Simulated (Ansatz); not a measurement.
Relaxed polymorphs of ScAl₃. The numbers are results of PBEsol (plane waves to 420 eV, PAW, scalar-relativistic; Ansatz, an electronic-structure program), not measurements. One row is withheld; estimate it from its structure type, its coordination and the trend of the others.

| structure | coordination | E − E(first row) (eV/atom) | V (Å³/atom) |
|---|---|---|---|
| Pm-3m, cP4, Cu3Au type | Sc 12 (cuboctahedral)+6, Al 12 (cuboctahedral) | 0.00 | 16.88 |
| Imma, oI16 | – | 0.59 | 19.71 |
| C2/m, mS16 | – | 0.16 | 17.77 |
| R32, hR8 | – | 0.28 | 18.29 |
| Pm-3n, cP8, A15 (Cr3Si type) | Al 2 (linear)+4, Sc 12 | (withheld) | (withheld) |
| I4/mmm, tI8, AFLOW prototype A3B_tI8_139_bd_a (D0_22, as in TiAl3) | – | 0.10 | 17.40 |

**Question.** Complete the blanks.

**Answer.** 
- Pm-3n, cP8, A15 (Cr3Si type), E − E(first row) (eV/atom): 0.32
- Pm-3n, cP8, A15 (Cr3Si type), V (Å³/atom): 18.21

The withheld cell: Pm-3n (No. 223), cP8, A15 (Cr3Si type); a = 5.261 Å, b = 5.261 Å, c = 5.261 Å, α = 90.00°, β = 90.00°, γ = 90.00°; Al 6c (0.000, 0.500, 0.250); Sc 2a (0.000, 0.000, 0.000). Coordination numbers (neighbours up to the widest gap in distance over summed covalent radii, below 1.35; n+m marks a second, longer set).

Probably no minimum, since a slightly shaken restart fell lower: Imma, oI16 (by 0.44 eV/atom, to C2/m); Pm-3n, cP8, A15 (Cr3Si type) (by 0.03 eV/atom, to R32). Each run could gain symmetry but not lose that of its start, so entries can be saddle points. From databases, or of a type measured for this composition: Pm-3m, cP4, Cu3Au type; the others are generated cells (placed on structure types, drawn at random, substituted or restacked) that were not matched to a known phase here. Energies are at zero temperature and pressure, without zero-point motion. No spin polarisation in the result.
